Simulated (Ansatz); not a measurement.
Starting cell, BP (zinc blende):

```
BP
1.0
    0.00000     2.27424     2.27424
    2.27424     0.00000     2.27424
    2.27424     2.27424     0.00000
P B
1 1
Direct
  0.75000   0.75000   0.75000
  0.00000   0.00000   0.00000
```

The atoms are displaced by Q × the pattern below (from a DFPT mode at Γ, largest move 1; Q in Å), at fixed cell. It is one choice among 3 degenerate patterns.

| atom | x | y | z |
|---|---|---|---|
| P1 | 0.000 | 0.000 | 0.349 |
| B2 | 0.000 | 0.000 | -1.000 |

These are PBE (plane waves to 420 eV, PAW, scalar-relativistic; Ansatz, an electronic-structure program) values and carry that method's errors. k mesh 12×12×12 (Γ-centred), Fermi-Dirac smearing 0.05 eV. Energies are smeared free energies. As the smearing reaches across the gap at some points, energies and forces of such displacements shift with the k mesh and the smearing. BP was relaxed with its symmetry unable to fall. ΔE is measured from the undisplaced structure.

The scan covers Q from -0.280 to 0.280 Å in 13 points.

Task: Which space group does the distorted structure have?

Result: Imm2 (No. 44), lowered from F-43m.

Task: Is the energy the same for equal positive and negative displacements?

Result: Even: the same for both signs.

Task: What is the energy change at Q = 0.280 Å?

Result: 1207 meV/cell.

Task: What harmonic wavenumber does the curvature at Q = 0 give?

Result: 800 cm⁻¹.

(For displaced atoms, the force is minus the slope of the energy, and its curvature is a force constant, which sets phonon frequencies.)
